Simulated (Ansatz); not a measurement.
# Notes on CaGe2Au2

```yaml
crystal:
  lattice:
    - [0.00000, 4.33313, 0.00000]
    - [4.33313, 0.00000, 0.00000]
    - [2.16657, 2.16657, -5.46895]
  atoms:
    - { symbol: Au, position: [0.75000, 0.25000, 0.50000] }
    - { symbol: Au, position: [0.25000, 0.75000, 0.50000] }
    - { symbol: Ge, position: [0.38900, 0.38900, 0.22200] }
    - { symbol: Ge, position: [0.61100, 0.61100, 0.77800] }
    - { symbol: Ca, position: [0.00000, 0.00000, 0.00000] }
```

The numbers come from plane-wave PAW DFT (Ansatz): r2SCAN, no spin polarisation, 500 eV, 8×8×8 Γ-centred k points, fermi-dirac occupations (width 0.054 eV). Nothing was relaxed.

Charges: Bader charges in e: Ca +1.45, Ge -0.14, Au -0.59. In the mean Ca gives up most and Au takes most.
Forces: The largest is on Ge4 (and as large on other atoms): 0.37 eV/Å, components (0.00, 0.00, 0.37). It makes 180° with the line to a nearest neighbour, Ge3 at 2.43 Å, pointing away from it.
Formation energy: -0.43 eV an atom against the elements' usual phases (free molecules for gases, crystals otherwise, with no correction for O₂ or N₂), so it is bound against them; other compounds may still compete. Relaxing would lower it.
At the Fermi level: It is a metal, with about 1.5 states/eV a cell as the mean within 0.25 eV of the Fermi level, mostly Ge p (56 %) and Au d (16 %).

Origin: a known structure type with other elements, at an estimated volume, so it need not be a known compound.
